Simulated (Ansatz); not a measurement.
SrTiO3:
```xyz
10
Lattice="-2.7594 2.7594 3.9141 2.7594 -2.7594 3.9141 2.7594 2.7594 -3.9141" Properties=species:S:1:pos:R:3 pbc="T T T"
Sr     0.0000     2.7594     1.9571
Sr     2.7594     0.0000     1.9571
Ti     0.0000     0.0000     0.0000
Ti     0.0000     0.0000     3.9141
O     -1.2867     1.4726     3.9141
O      4.0461     1.2867     0.0000
O      1.2867     1.4726     0.0000
O      1.4726     1.2867     3.9141
O      0.0000     0.0000     5.8712
O      0.0000     0.0000     1.9571
```

Relaxed with r²SCAN.

**Question.** Give the optical modes at the zone centre with their infrared and Raman activity from DFPT, r²SCAN in the plane-wave PAW code Ansatz.

**Answer.** Transverse frequencies, without the LO–TO term; a row sums one degenerate level.

```tsv
ω (cm⁻¹)	degeneracy	IR ((D/Å)²/amu)	Raman (Å⁴/amu)	activity	symmetry
86i	2	290.13	0	IR	Eu
85i	1	146.82	0	IR	A2u
26	2	0.00	0.25	Raman	Eg
89	1	0.00	3.0	Raman	A1g
139	2	0.00	0.14	Raman	Eg
142	1	0.00	2.0	Raman	B2g
163	2	1.37	0	IR	Eu
167	1	0.08	0	IR	A2u
256	2	0.01	0	IR	Eu
261	1	0.00	0	silent	B1u
432	1	0.00	0	silent	A1u
433	2	0.77	0	IR	Eu
444	1	0.00	8.4	Raman	B2g
445	2	0.00	0.95	Raman	Eg
470	1	0.00	0	silent	A2g
474	1	0.00	10	Raman	B1g
530	2	43.21	0	IR	Eu
532	1	21.09	0	IR	A2u
835	1	0.00	0	silent	A2g
```

**Question.** How high does the top mode go among those that the LO–TO term moves?

**Answer.** 768 cm⁻¹ for q along x, 768 cm⁻¹ for q along y, 767 cm⁻¹ for q along z.

Space group I4/mcm. The first step of the workflow began from a Materials Project structure, measured or hypothetical; the Crystallography Open Database files this formula in space group No. 140, but the cells were not matched. It is not the phase usual at ambient conditions (space group No. 221). Symmetry was held in the r²SCAN relaxation. At this level the phase is dynamically unstable (imaginary phonons). No spin polarisation was allowed.

Potentials: the earlier of the program's two PAW sets.
